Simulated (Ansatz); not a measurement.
## BaHPd: reading a single point

```
Pd Ba H
1.0
     4.17339    0.00000    0.00000
     0.00000    4.17339    0.00000
     0.00000    0.00000    6.87459
Pd Ba H
2 2 2
Cartesian
  1.0433 1.0433 4.4864
  3.1300 3.1300 2.3882
  1.0433 1.0433 1.4375
  3.1300 3.1300 5.4371
  3.1300 1.0433 0.0000
  1.0433 3.1300 0.0000
```

Method: r2SCAN, spin-orbit coupling; PAW, plane waves to 500 eV, 7×7×5 Γ-centred mesh, fermi-dirac occupations (width 0.0133 eV) (Ansatz 0.2.0), atoms fixed.

The state carries no moments; the state need not be the lowest.

**Charges.** Bader charges in e: Ba +1.22, H -0.65, Pd -0.56. In the mean Ba gives up most and H takes most.
**At the Fermi level.** It is a metal, with about 2.9 states/eV a cell as the mean within 0.25 eV of the Fermi level.
**Forces.** The largest is on Pd2 (and as large on other atoms): 0.48 eV/Å, components (0.00, 0.00, 0.48). It makes 0° with the line to a nearest neighbour, Ba4 at 3.05 Å, pointing towards it.
**Formation energy.** -0.10 eV an atom against the elements' usual phases (free molecules for gases, crystals otherwise, with no correction for O₂ or N₂), so it is bound against them; other compounds may still compete. Relaxing would lower it.

Origin: a known structure type with other elements, at an estimated volume, so it need not be a known compound.
